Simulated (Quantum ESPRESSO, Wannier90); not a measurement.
## Wannier functions of InSe (C2/m)

```
CELL_PARAMETERS angstrom
      0.00000     4.10930     0.00000
     -1.72323     0.00000     4.77135
      5.82639    -2.05465     0.00000
ATOMIC_POSITIONS crystal
  In 0.11180 0.95316 0.22360
  In 0.88820 0.04684 0.77640
  Se 0.33907 0.33104 0.67814
  Se 0.66093 0.66896 0.32186
```

Cell from Materials Project (mp-21405), symmetrised, no further relaxation. Not found in the COD (Crystallography Open Database) copy used, which has the formula in other groups; not checked further. Method: PBEsol plane waves in Quantum ESPRESSO 7.5 (PseudoDojo norm-conserving files, 69 Ry, spinors with spin-orbit coupling), Bloch states on a 4×4×4 mesh through Γ, Wannier90 4.0.1. Density: 8×6×8 mesh, cold smearing 0.01 Ry. The cell is built of weakly bound layers, chains or molecules, whose nearest atoms lie 3.55 Å apart. Database cells relaxed without dispersion often hold them too far apart, which can enlarge gaps and weakens couplings between them; spacing and stacking were not compared with the measured crystal.

Base run: 32 functions from bands 41-92 of the 92 computed, start hydrogen-like In: s;p; Se: s;p, centres 0.05 Å off the atoms, frozen window up to 2.58 eV relative to the valence-band maximum, outer window open. One setting was then changed (edges relative to the valence-band maximum; misfit to pw.x on a path, for states up to 2.1 eV relative to the valence-band maximum).

```json
[
 {"run": "base", "Ω_I (Å²)": "51.10", "rms misfit (meV)": "19", "worst (meV)": "167"},
 {"run": "changed", "Ω_I (Å²)": "69.20", "rms misfit (meV)": "24", "worst (meV)": "132"}
]
```

Problem. Which change was made?
A. only the lowest 47 of the kept bands
B. only the lowest 34 of the kept bands
C. frozen window to 4.58 eV

Solution. B, only the lowest 34 of the kept bands. The others give:

```csv
run,Ω_I (Å²),rms misfit (meV),worst (meV)
frozen window to 4.58 eV,57.32,23,138
only the lowest 47 of the kept bands,53.80,18,153
```
